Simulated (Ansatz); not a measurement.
## Bands of LaHg2

```
La Hg
1.0
     4.95800    0.00000    0.00000
    -2.47900    4.29375    0.00000
     0.00000    0.00000    3.64000
La Hg
1 2
Cartesian
  0.0000 0.0000 0.0000
  0.0000 2.8625 1.8200
  2.4790 1.4313 1.8200
```

Atom numbers follow the list: La1, Hg2, Hg3.

Conventional cell: a = 4.958 Å, b = 4.958 Å, c = 3.640 Å, α = 90.00°, β = 90.00°, γ = 120.00°. Around La (atom 1) lie 12 Hg at 3.39 Å and 2 La at 3.64 Å. Hg (atom 2) has 3 Hg at 2.86 Å as nearest neighbours.

The geometry is COD entry 1523851, unchecked; take it as a test cell.

No spin–orbit coupling, which matters for the heavy atoms here.

Computed with Ansatz 0.2.0, DFT, LDA, all-electron LAPW, scalar-relativistic.

Numerical set-up: a Γ-centred 8×8×9 k mesh, Fermi–Dirac smearing of 0.08 eV, basis error target 1 meV/atom, no spin polarisation.

Points in fractions of the reciprocal vectors of this cell: Γ (0, 0, 0), M (0.5, 0, 0), K (0.333, 0.333, 0), A (0, 0, 0.5), L (0.5, 0, 0.5), H (0.333, 0.333, 0.5). The path runs Γ–M–K–Γ–A–L–H–A–L. Energies are in eV from the Fermi level; (×n) counts levels within 4 meV of each other, which need not be degenerate by symmetry.

(1) List the levels at A between -5 and 2.5 eV.

(2) List the levels at Γ between -5 and 2.5 eV.

(3) List the levels at L between -5 and 2.5 eV.

(4) What is the band gap?

## Answers

(1) -2.96, 0.87 (×2), 0.88 (×2), 1.19, 1.46, 1.70, 1.79 (×3), 2.38 (×2).

(2) -1.03 (×2), -0.50, -0.21, 1.41 (×2), 1.56, 1.68, 1.72 (×2), 2.22.

(3) -4.87, -3.01, -1.61, -0.91, -0.23, 1.42, 1.55, 1.60, 1.69, 1.70, 1.78, 1.93.

(4) none: with an odd electron count and no spin polarisation the bands can't all be full, a metal in this set-up (in compounds, spin order or a distortion in a larger cell can open a gap).
